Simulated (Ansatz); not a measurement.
# PbF2: sound and stiffness along [100], [110] and [111]

Theory: DFT PBE, scalar-relativistic, plane waves, PAW (Ansatz). Plane waves to 420 eV; Γ-centred k mesh 8×8×8; fixed occupations. No spin polarisation.

The cell is fixed (symmetry leaves no force on the atoms) and stands under 0.2 GPa:
```
Pb F
1.0
     0.00000    2.99710    2.99710
     2.99710    0.00000    2.99710
     2.99710    2.99710    0.00000
Pb F
1 2
Direct
  0.00000 0.00000 0.00000
  0.25000 0.25000 0.25000
  0.75000 0.75000 0.75000
```

The cell is the ideal cubic fluorite prototype; whether it is the stable structure of this composition wasn't checked. Spin–orbit coupling is left out, which can shift energies with elements as heavy as these.

With ions relaxed, on the cubic axes: C11 = 103.2, C12 = 49.8, C44 = 20.3 GPa. The density is 7.562 g/cm³. Zone-centre modes weren't checked beside this run.

**Question.** Is the crystal stable against strain, and how anisotropic is it?

**Answer.** Born's conditions hold: C11 + 2C12 = 202.7, C11 − C12 = 53.4 and C44 = 20.3 GPa are all positive. B = (C11 + 2C12)/3 = 67.6 GPa. The two shear moduli are C44 and C′ = (C11 − C12)/2 = 26.7 GPa, so Zener's ratio is A = C44/C′ = 0.76: the shear C44 is the soft one, as in NaCl, KCl, the halide perovskites and the bcc metals V, Nb, Cr and Mo. The Cauchy pressure C12 − C44 is 29.4 GPa; it would vanish for pair forces between atoms on inversion centres at zero pressure, and a positive value is usual with metallic or many-body binding, and where atoms off inversion centres relax under shear, which lowers C44.

**Question.** Give the sound speeds along the three symmetry directions.

**Answer.** The Christoffel equation gives ρv² for each branch:
```csv
direction,branch,ρv²,GPa,v (m/s)
[100],L,C11,103.2,3694
[100],T (×2),C44,20.3,1640
[110],L,(C11 + C12 + 2C44)/2,96.8,3578
[110],"T, u ∥ [001]",C44,20.3,1640
[110],"T, u ∥ [1-10]",(C11 − C12)/2,26.7,1879
[111],L,(C11 + 2C12 + 4C44)/3,94.7,3539
[111],T (×2),(C11 − C12 + C44)/3,24.6,1803
```

**Question.** How does Young's modulus depend on direction?

**Answer.** Inverting gives S11 = 14.127, S12 = -4.596, S44 = 49.164 TPa⁻¹. Along a unit vector (l, m, n), 1/E = S11 − 2(S11 − S12 − S44/2)(l²m² + m²n² + n²l²), where the last bracket is 0, 1/4 and 1/3 for [100], [110] and [111]: E = 71, 59 and 55 GPa. With A < 1 the cube edge is stiffest. For a film on (001), the biaxial modulus is C11 + C12 − 2C12²/C11 = 105 GPa and the normal strain is −2C12/C11 = -0.96 times the in-plane one.